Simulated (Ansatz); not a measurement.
# Tl: computed DOS

```
CELL_PARAMETERS angstrom
3.45600 0.00000 0.00000
-1.72800 2.99298 0.00000
0.00000 0.00000 5.52500
ATOMIC_POSITIONS crystal
Tl 0.33333 0.66667 0.25000
Tl 0.66667 0.33333 0.75000
```

Conventional cell: a = 3.456 Å, b = 3.456 Å, c = 5.525 Å, α = 90.00°, β = 90.00°, γ = 120.00°. Around Tl (atom 1) lie 12 Tl at 3.41 to 3.46 Å.

The cell is a measured one (Crystallography Open Database entry 9008519); the temperature and pressure of the measurement aren't taken into account, and nothing was relaxed.

Spin–orbit coupling is left out, though it moves levels of the heavy atoms by tenths of an eV or more.

These are results of DFT, LDA, all-electron LAPW, scalar-relativistic (Ansatz 0.2.0), not measurements.

Sampling and basis: a Γ-centred 11×11×6 k mesh, Fermi–Dirac smearing of 0.05 eV, basis error target 0.5 meV/atom, no spin polarisation.

States per eV and cell, averaged over 0.4 eV, from -5.8 to 3.6 eV, with energies (bin centres) from the Fermi level; empty bins are left out. 

```
E (eV)  total
  -5.7   0.93
  -5.3   0.91
  -4.9   0.89
  -4.5   1.15
  -4.1   1.39
  -3.7   0.16
  -2.5   0.02
  -2.1   0.23
  -1.7   0.51
  -1.3   0.87
  -0.9   1.40
  -0.5   1.21
  -0.1   0.79
   0.3   0.83
   0.7   1.14
   1.1   0.89
   1.5   1.07
   1.9   1.04
   2.3   0.92
   2.7   1.06
   3.1   1.08
   3.5   1.11
```
